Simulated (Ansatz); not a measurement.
## ZnSb$_{2}$Te$_{4}$ in Ansatz, relaxation

Input:

```yaml
crystal:
  lattice:
    - [0.0, 6.252454, 0.0]
    - [6.252454, 0.0, 0.0]
    - [3.126227, 3.126227, -6.250411]
  atoms:
    - { symbol: Sb, position: [0.5, 0.5, 0.0] }
    - { symbol: Sb, position: [0.75, 0.25, 0.5] }
    - { symbol: Zn, position: [0.0, 0.0, 0.0] }
    - { symbol: Te, position: [0.375, 0.375, 0.75] }
    - { symbol: Te, position: [0.625, 0.125, 0.25] }
    - { symbol: Te, position: [0.875, 0.875, 0.75] }
    - { symbol: Te, position: [0.125, 0.625, 0.25] }
  symmetry: { tolerance: 0.0003 }
kpoints:
  mp_grid: { grid: [5, 5, 5], shift: [0, 0, 0] }
magnetization:
  spin_polarized: false
scf:
  occupations: { method: cold, width: 0.0665 }
  lower_state_search: "off"
hamiltonian:
  pseudopotentials: { kind: paw }
  xc: pbe
basis:
  ecutwfc: 420
  fft_grid_basis: typed
relax:
  max_steps: 60
  cell: { p_target: 0.0 }
  f_tol: 0.03
output:
  forces: true
  stress: true
  eigenvalues: true
  bader: true
  populations: true
  elf: true
  write_potential: true
  volumetric_format: npy
  dos:
    e_range: [-12, 8]
    de: 0.05
    projected: { site_lists: { Sb: [Sb], Te: [Te], Zn: [Zn] } }
  write_density: true
checkpoint:
  read: saved_state
```

Run with:

```bash
ansatz run input.yaml --threads 2 --pin off --max-ram 2560MiB --backend cpu --events-out ev --progress --plain --runs-dir out
```

Origin of the cell: a known structure type with other elements, at an estimated volume, so it need not be a known compound.

The saved state is a converged single point of the same cell.

Steps («new basis» is an SCF on plane waves selected anew at the same cell):

```csv
step,ΔF (meV/atom),max force component (eV/Å),P (GPa),volume (Å³),SCF iterations,step was
1,0.0,2.477,10.49,244.35,7,accepted
2,-304.6,0.666,2.16,268.75,9,accepted
3,-338.8,0.100,0.17,264.07,9,accepted
4,-339.5,0.014,0.02,263.36,7,accepted
5,-339.5,0.003,0.02,263.88,8,accepted
6,-339.5,0.005,0.01,264.08,8,accepted
7,-339.5,0.002,0.00,264.30,10,accepted
8,-340.0,0.002,-0.01,264.30,11,new basis
```

Step 1, with forces in eV/Å:

```xyz
7
Lattice="0.000 6.252 0.000 6.252 0.000 0.000 3.126 3.126 -6.250" Properties=species:S:1:pos:R:3:forces:R:3 pbc="T T T" step=1
Sb    3.126    3.126    0.000    0.000    0.000    0.000
Sb    3.126    6.252   -3.125    0.000    0.000    0.000
Zn    0.000    0.000    0.000    0.000    0.000    0.000
Te    4.689    4.689   -4.688    0.090   -2.477    0.116
Te    1.563    4.689   -1.563   -2.477   -0.090   -0.116
Te    7.816    7.816   -4.688   -0.090    2.477    0.116
Te    4.689    1.563   -1.563    2.477    0.090   -0.116
```

Step 2, with forces in eV/Å:

```xyz
7
Lattice="0.000 6.441 0.000 6.441 0.000 0.000 3.221 3.221 -6.478" Properties=species:S:1:pos:R:3:forces:R:3 pbc="T T T" step=2
Sb    3.221    3.221    0.000    0.000    0.000    0.000
Sb    3.221    6.441   -3.239    0.000    0.000    0.000
Zn    0.000    0.000    0.000    0.000    0.000    0.000
Te    4.841    4.627   -4.846    0.090   -0.666    0.102
Te    1.407    4.820   -1.632   -0.666   -0.090   -0.102
Te    8.041    8.255   -4.846   -0.090    0.666    0.102
Te    5.034    1.621   -1.632    0.666    0.090   -0.102
```

Step 3, with forces in eV/Å:

```xyz
7
Lattice="0.000 6.409 0.000 6.409 0.000 0.000 3.205 3.205 -6.428" Properties=species:S:1:pos:R:3:forces:R:3 pbc="T T T" step=3
Sb    3.205    3.205    0.000    0.000    0.000    0.000
Sb    3.205    6.409   -3.214    0.000    0.000    0.000
Zn    0.000    0.000    0.000    0.000    0.000    0.000
Te    4.904    4.449   -4.721    0.004   -0.100   -0.042
Te    1.244    4.710   -1.707   -0.100   -0.004    0.042
Te    7.915    8.370   -4.721   -0.004    0.100   -0.042
Te    5.165    1.699   -1.707    0.100    0.004    0.042
```

Step 8, with forces in eV/Å:

```xyz
7
Lattice="0.000 6.391 0.000 6.391 0.000 0.000 3.195 3.195 -6.471" Properties=species:S:1:pos:R:3:forces:R:3 pbc="T T T" step=8
Sb    3.195    3.195    0.000    0.000    0.000    0.000
Sb    3.195    6.391   -3.236    0.000    0.000    0.000
Zn    0.000    0.000    0.000    0.000    0.000    0.000
Te    4.893    4.415   -4.762   -0.001    0.001    0.002
Te    1.220    4.693   -1.709    0.001    0.001   -0.002
Te    7.888    8.366   -4.762    0.001   -0.001    0.002
Te    5.171    1.698   -1.709   -0.001   -0.001   -0.002
```

```
Free energy lowered by                                                                 : 340.0 meV/atom
Volume change                                                                          : 8.17 %
Final pressure                                                                         : -0.01 GPa
Relaxation steps listed                                                                : 8
Formation energy (elements under the same functional, gases as molecules, uncorrected) : -0.014 eV/atom
Gap on the mesh                                                                        : 0.33 eV
```

Caveats: no spin-orbit coupling, though heavy elements are present; the relaxation held the start's symmetry, so the end may be a saddle point.

Time: 550 s of wall time on 2 CPU thread(s) of a shared host, from a saved density.
